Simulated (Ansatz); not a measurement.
Starting structure of a cell relaxation (symmetry kept):

```cif
data_structure
_symmetry_space_group_name_H-M 'P 1'
_symmetry_Int_Tables_number 1
_cell_length_a 3.1044
_cell_length_b 3.1044
_cell_length_c 4.2147
_cell_angle_alpha 90.000
_cell_angle_beta 90.000
_cell_angle_gamma 90.000
_cell_volume 40.62
loop_
_atom_site_label
_atom_site_type_symbol
_atom_site_fract_x
_atom_site_fract_y
_atom_site_fract_z
_atom_site_occupancy
Zr1 Zr 0.50000 0.50000 0.50000 1
Ti1 Ti 0.00000 0.00000 0.00000 1
```

Computed with Ansatz, DFT PBEsol, scalar-relativistic, plane waves, PAW.

Plane waves to 420 eV, a k mesh through Γ of 14×14×10 on the computed 2-atom cell and Gaussian smearing (0.10 eV); no spin polarisation.

Problem. What does it relax to?

Solution. The volume decreases by 0.83 Å³/atom to 19.48 Å³/atom, and the energy falls by 10.8 meV/atom. Final structure:
```cif
data_structure
_symmetry_space_group_name_H-M 'P4/mmm'
_symmetry_Int_Tables_number 123
_cell_length_a 3.0621
_cell_length_b 3.0621
_cell_length_c 4.1543
_cell_angle_alpha 90.000
_cell_angle_beta 90.000
_cell_angle_gamma 90.000
_cell_volume 38.95
loop_
_atom_site_label
_atom_site_type_symbol
_atom_site_symmetry_multiplicity
_atom_site_Wyckoff_symbol
_atom_site_fract_x
_atom_site_fract_y
_atom_site_fract_z
_atom_site_occupancy
Zr1 Zr 1 d 0.50000 0.50000 0.50000 1
Ti1 Ti 1 a 0.00000 0.00000 0.00000 1
```

Course of the relaxation (steps run on the plane waves of an earlier cell, and the basis is chosen afresh near the end, so energy and pressure can step there; trial steps that raised the energy were taken back; energies are free energies):

```
step E − E_final (meV/atom) P (GPa) V (Å³/atom)
   1                    10.8    -4.03        20.31
   2                    14.0     5.23        18.58
   3                     0.0    -0.23        19.52
   4                    -0.1    -0.01        19.48
   5                     0.0    -0.01        19.48
```